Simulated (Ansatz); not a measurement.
Ge:
Space group P4₃2₁2 (No. 96); a = 5.9292 Å, b = 5.9292 Å, c = 6.9548 Å, α = 90.00°, β = 90.00°, γ = 90.00°

| atom | site | symmetry | x | y | z |
|---|---|---|---|---|---|
| Ge | 4a | ..2 | 0.0886 | 0.0886 | 0.0000 |
| Ge | 8b | 1 | 0.1721 | 0.3694 | 0.2575 |

Relaxed with PBEsol. Plane-wave PAW PBEsol (Ansatz code) gives a gap of 0.40 eV.

Q: What gap does HSE06 give on the same cell (Ansatz, PAW)?

A: 0.98 eV, 0.58 eV more. The hybrid was solved on a coarser mesh and at special points; its gap is the smallest among all of these.

```csv
k,v1 PBEsol,c1 PBEsol,v1 HSE06,c1 HSE06
Γ,-0.23,1.38,[?],[?]
Z,-0.76,0.76,-0.85,1.28
M,-0.09,1.13,[?],[?]
A,-1.05,1.14,[?],[?]
R,-0.56,0.68,[?],[?]
X,-0.11,1.15,-0.12,1.69
```

Q: Top valence (v1) and lowest conduction level (c1) in eV from each method's valence maximum (which need not be a listed point): supply the withheld HSE06 values.

A: 
- Γ, v1 HSE06: -0.27
- Γ, c1 HSE06: 1.93
- M, v1 HSE06: -0.12
- M, c1 HSE06: 1.74
- R, v1 HSE06: -0.63
- R, c1 HSE06: 1.25
- A, v1 HSE06: -1.15
- A, c1 HSE06: 1.67

Cost on shared cores: the PBEsol run (SCF on a 5×5×4 mesh, then bands and DOS) around 6 core-minutes (rough), the HSE06 run (SCF on 3×3×3, then a few points) very roughly 6 core-minutes; the tasks are unlike.

Space group P4_32_12. The first step of the workflow began from a Materials Project structure, measured or hypothetical; the Crystallography Open Database files this formula in space group No. 96, but the cells were not matched. It is not the phase usual at ambient conditions (space group No. 227). The PBEsol relaxation kept the symmetry of its start; phonons on a q-mesh show no instability. Spin–orbit coupling is left out wherever it is not named.

Potentials: the later of the program's two PAW sets.
